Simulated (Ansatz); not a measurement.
AlOs (CsCl type, Pm-3m), plane-wave PAW r²SCAN (Ansatz code), all energies at zero smearing, with the estimated change up to a 700 eV cutoff added, with one set of potentials and settings (totals compare only within such a set). Cell of 2 atoms (1 Al, 1 Os): -11940.126 eV.

| element | reference phase | E (eV/atom) |
|---|---|---|
| Al | Fm-3m, 1 atoms in the cell | -540.4106 |
| Os | P6_3/mmc, 2 atoms in the cell | -11398.8229 |

Formation energy per atom, worked out: (-11940.126 − 1×(-540.4106) − 1×(-11398.8229))/2 = -0.446 eV/atom (-43 kJ per mol of atoms), at 0 K, without zero-point energy or fitted corrections.

The cell is a constructed one: a structure type filled with these elements; the Crystallography Open Database copy checked does not list it. Its standing as an ambient phase is unchecked. Symmetry was held in the r²SCAN relaxation; whether a distortion lowers the energy is not shown. The run is not spin-polarised. The references are the lowest solids computed at this level, not always the standard phases. Spin–orbit coupling is left out wherever it is not named.

Potentials: the earlier of the program's two PAW sets.
